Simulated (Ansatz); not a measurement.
SiC:
```yaml
crystal:
  lattice:
    - [0.00000, 2.18987, 2.18987]
    - [2.18987, 0.00000, 2.18987]
    - [2.18987, 2.18987, 0.00000]
  atoms:
    - { symbol: C, position: [0.75000, 0.75000, 0.75000] }
    - { symbol: Si, position: [0.00000, 0.00000, 0.00000] }
```

Relaxed with PBE. Special points in fractions of this cell's reciprocal vectors: Γ (0.000, 0.000, 0.000); X (0.500, 0.000, 0.500); U (0.625, 0.250, 0.625); K (0.375, 0.375, 0.750); L (0.500, 0.500, 0.500); W (0.500, 0.250, 0.750).

Question: List the band energies nearest the valence-band maximum at these points for DFT-PBE in the program Ansatz with PAW potentials.

Answer: In eV from the valence-band maximum; about four levels below and three above (degenerate sets whole), none deeper than 8.9 eV; … stands for higher levels left out; points with the same levels are listed once.

```csv
k,below,above
Γ,0.00 0.00 0.00,6.04 …
X,-7.75 -3.16 -3.16,1.37 4.27 …
U,-7.24 -5.47 -2.57,3.10 7.68 …
L,-8.45 -1.05 -1.05,5.29 …
W,-7.00 -4.92 -4.63,5.19 9.29 …
```

Space group F-43m (zinc blende). The cell was relaxed with PBE under the symmetry of its start; phonons on a q-mesh show no instability.

Potentials: the later of the program's two PAW sets.
